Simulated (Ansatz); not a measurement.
A trial structure of YMg2MnC6N6 was built thus: cyanide-bridged rock-salt net of two metals, 2 guest cations a cell (Fm-3m, No. 225). The dimensions are guesses.

```
Y Mg Mn C N
1.0
     0.00000    5.31800    5.31800
     5.31800    0.00000    5.31800
     5.31800    5.31800    0.00000
Y Mg Mn C N
1 2 1 6 6
Cartesian
  5.3180 5.3180 5.3180
  2.6590 2.6590 2.6590
  7.9770 7.9770 7.9770
  0.0000 0.0000 0.0000
  1.9380 5.3180 5.3180
  5.3180 1.9380 5.3180
  5.3180 5.3180 1.9380
  8.6980 5.3180 5.3180
  5.3180 8.6980 5.3180
  5.3180 5.3180 8.6980
  3.1080 5.3180 5.3180
  5.3180 3.1080 5.3180
  5.3180 5.3180 3.1080
  7.5280 5.3180 5.3180
  5.3180 7.5280 5.3180
  5.3180 5.3180 7.5280
```

These are results of DFT PBE, scalar-relativistic, plane waves, PAW in Ansatz 0.2.0, not measurements. Cutoff 420 eV, Gaussian smearing, Γ-centred meshes. Cell and atoms relax first on a coarse mesh and then on a finer one. In between, the cell is made exact in the group found at 0.06 Å. In metals the finer mesh still leaves noise of several meV/atom or more. The steps can't lower the symmetry of their start. Collinear spin, starting moments Mn 4.0 μB.

A guess keeps its type if space group and coordination stay and the shape of the cell changes little (axis ratios within about 15 %, angles within 6°); the volume may change.

Question: Does it keep its structure type, or change into something else?

Answer: It keeps its type. The symmetry stays Fm-3m (No. 225). The volume per atom grows by 5.7 %, from 18.8 to 19.9 Å³. The shortest distance goes from 1.17 Å (C–N) to 1.19 Å (C–N). Counting neighbours within 15 % of an atom's shortest distance, the start has C 1, Mg 24, Mn 6, N 1, Y 6 and the end C 1, Mg 24, Mn 6, N 1, Y 6.

The last run used collinear spin, a 6×6×6 mesh for its 16-atom cell and Gaussian smearing of 0.10 eV. Another magnetic order may lie lower. Symmetry constrained the relaxation, so the result can be a saddle point.
